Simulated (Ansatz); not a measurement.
SnSe2 (CdI2 type, space group No. 164), PBE (plane waves, PAW; program Ansatz). The conduction-band minimum lies at L, with 3 equivalent valleys. Second derivatives d²E/dk² of the lowest band at one valley (eV·Å²), along Cartesian directions:

```json
[
 {"direction": "[100]", "d²E/dk²": "35.61"},
 {"direction": "[010]", "d²E/dk²": "11.95"},
 {"direction": "[001]", "d²E/dk²": "1.224"},
 {"direction": "[110]", "d²E/dk²": "23.80"},
 {"direction": "[101]", "d²E/dk²": "18.43"},
 {"direction": "[011]", "d²E/dk²": "3.905"}
]
```

**Question.** Find the principal effective masses, the density-of-states mass and the conductivity mass.

**Answer.** Off-diagonal terms follow from H_xy = H[110] − (H_xx + H_yy)/2, and m*/mₑ = 7.620 eV·Å² over each eigenvalue: 0.21, 0.61, 13. One valley's DOS mass (m₁m₂m₃)^(1/3) = 1.2, conductivity mass 3/(Σ 1/mᵢ) = 0.47 mₑ.

**Question.** What effective density of states Nc follows at 300 K for parabolic valleys?

**Answer.** Nc = 2.509e19 × 3 × (1.2)^(3/2) ≈ 9.9e19 cm⁻³.

Space group P-3m1 (CdI2 type). The PBE relaxation kept the symmetry of its start. The volume lies over 15 % above that of the usual cell of this phase: another minimum, or an error of the functional. A crystal of weakly bound layers computed without a dispersion correction: the cell and the soft elastic constants depend strongly on that. Scalar-relativistic: spin–orbit coupling is off unless named, which matters more the heavier the elements.

Potentials: the later of the program's two PAW sets.

Edges and masses are those of Kohn–Sham bands, whose gap is no quasiparticle gap.
